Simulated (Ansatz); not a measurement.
Nb₅Si₃ (space group P6_3/mcm)

```
CELL_PARAMETERS angstrom
      7.50751     0.00000     0.00000
     -3.75376     6.50170     0.00000
      0.00000     0.00000     5.22350
ATOMIC_POSITIONS crystal
  Nb 0.75066 0.00000 0.75000
  Nb 0.24934 0.00000 0.25000
  Nb 0.75066 0.75066 0.25000
  Nb 0.24934 0.24934 0.75000
  Nb 0.00000 0.75066 0.75000
  Nb 0.00000 0.24934 0.25000
  Nb 0.66667 0.33333 0.50000
  Nb 0.33333 0.66667 0.50000
  Nb 0.33333 0.66667 0.00000
  Nb 0.66667 0.33333 0.00000
  Si 0.60641 0.00000 0.25000
  Si 0.39359 0.00000 0.75000
  Si 0.60641 0.60641 0.75000
  Si 0.39359 0.39359 0.25000
  Si 0.00000 0.60641 0.25000
  Si 0.00000 0.39359 0.75000
```

E(V) scan at fixed shape, V₀ the volume above. The atoms relax within the cell's symmetry.

Calculation: PBEsol (plane waves to 420 eV, PAW, scalar-relativistic; Ansatz, a program for electronic structure). k mesh 6×6×7 (Γ-centred), Fermi-Dirac smearing 0.05 eV. The energy includes the smearing's −TS. Stress and pressure are positive under compression. With the shape held, the modulus is that of even scaling; a crystal free to change shape is softer. Nb5Si3 is run without spin polarisation. Nb5Si3 was relaxed with its symmetry unable to fall. This is one of several known forms of Nb5Si3; the measured ambient cells at hand have space group No. 140. The zero of ΔE is the relaxed starting cell. The last digit holds for this mesh only.

```json
[
 {"V (Å³/atom)": "13.386", "ΔE (meV/atom)": "340.1"},
 {"V (Å³/atom)": "14.023", "ΔE (meV/atom)": "177.0"},
 {"V (Å³/atom)": "14.661", "ΔE (meV/atom)": "72.9"},
 {"V (Å³/atom)": "15.298", "ΔE (meV/atom)": "16.9"},
 {"V (Å³/atom)": "15.935", "ΔE (meV/atom)": "0.0"},
 {"V (Å³/atom)": "16.573", "ΔE (meV/atom)": "14.7"},
 {"V (Å³/atom)": "17.210", "ΔE (meV/atom)": "withheld"},
 {"V (Å³/atom)": "17.848", "ΔE (meV/atom)": "115.5"},
 {"V (Å³/atom)": "18.485", "ΔE (meV/atom)": "192.3"}
]
```

### Question
Fit a third-order Birch-Murnaghan form (E₀, V₀, B₀, B₀′ free) to the given rows and predict ΔE at V = 17.210.

### Answer
Least squares on the 8 given rows: ΔE = E₀ + (9V₀B₀/16)·y²·[2 + (B₀′ − 4)y], y = (V₀/V)^(2/3) − 1, with V₀ = 15.938 Å³/atom, B₀ = 196.5 GPa (160.2 GPa = 1 eV/Å³; the term in eV is multiplied by 1000), B₀′ = 4.26, E₀ = 0.16 meV/atom; root-mean-square residual 0.20 meV/atom. At 17.210 the fit gives 54.6 meV/atom; the calculation gives 54.9 meV/atom, so the interpolation is off by -0.3 (-0.5 %). For the pressure the fit gives -12.8 GPa against the computed -12.9 GPa.

(Under strain, the slope of the energy per volume gives the stress and its curvature an elastic modulus.)
